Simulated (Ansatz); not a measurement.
LiLaGe2:
```yaml
crystal:
  lattice:
    - [7.90624, 0.00000, 0.00000]
    - [0.00000, 4.01141, 0.00000]
    - [0.00000, 0.00000, 10.91446]
  atoms:
    - { symbol: Ge, position: [0.21736, 0.25000, 0.07073] }
    - { symbol: Ge, position: [0.28264, 0.75000, 0.57073] }
    - { symbol: Ge, position: [0.71736, 0.25000, 0.42927] }
    - { symbol: Ge, position: [0.78264, 0.75000, 0.92927] }
    - { symbol: Ge, position: [0.16031, 0.25000, 0.68120] }
    - { symbol: Ge, position: [0.33969, 0.75000, 0.18120] }
    - { symbol: Ge, position: [0.66031, 0.25000, 0.81880] }
    - { symbol: Ge, position: [0.83969, 0.75000, 0.31880] }
    - { symbol: La, position: [0.13916, 0.25000, 0.36632] }
    - { symbol: La, position: [0.36084, 0.75000, 0.86632] }
    - { symbol: La, position: [0.63916, 0.25000, 0.13368] }
    - { symbol: La, position: [0.86084, 0.75000, 0.63368] }
    - { symbol: Li, position: [0.49388, 0.25000, 0.61158] }
    - { symbol: Li, position: [0.00612, 0.75000, 0.11158] }
    - { symbol: Li, position: [0.99388, 0.25000, 0.88842] }
    - { symbol: Li, position: [0.50612, 0.75000, 0.38842] }
```

Relaxed with r²SCAN. Special points in fractions of this cell's reciprocal vectors: Γ (0.000, 0.000, 0.000); X (0.500, 0.000, 0.000); S (0.500, 0.500, 0.000); Y (0.000, 0.500, 0.000); Z (0.000, 0.000, 0.500); U (0.500, 0.000, 0.500); R (0.500, 0.500, 0.500); T (0.000, 0.500, 0.500).

Problem. List the band energies nearest the Fermi level at these points for the program Ansatz at the r²SCAN level (PAW).

Solution. In eV from the Fermi level; about four levels below and three above (degenerate sets whole), none deeper than 8.9 eV; points with the same levels are listed once.

| k | below | above |
|---|---|---|
| Γ | -0.77 -0.28 -0.10 -0.04 | 0.20 0.33 0.35 |
| X | -1.09 -1.09 -0.25 -0.25 | 0.82 0.82 1.05 1.05 |
| S | -1.80 -1.80 -1.80 -1.80 | 1.14 1.14 1.14 1.14 |
| Y | -1.49 -1.49 -1.47 -1.47 | 0.50 0.50 0.61 0.61 |
| Z | -0.72 -0.72 -0.22 -0.22 | 0.39 0.39 0.68 0.68 |
| U | -1.45 -1.45 -0.35 -0.35 | 0.43 0.43 0.92 0.92 |
| R | -1.57 -1.57 -1.57 -1.57 | 0.93 0.93 0.93 0.93 |
| T | -1.59 -1.59 -1.20 -1.20 | 0.54 0.54 0.56 0.56 |

Space group Pnma. The workflow started from an entry of the Crystallography Open Database (COD, 200 K). Its standing as an ambient phase is unchecked. The cell was relaxed with r²SCAN under the symmetry of its start; whether a distortion lowers the energy is not shown. Scalar-relativistic: spin–orbit coupling is off unless named, which matters more the heavier the elements.

Potentials: the later of the program's two PAW sets.
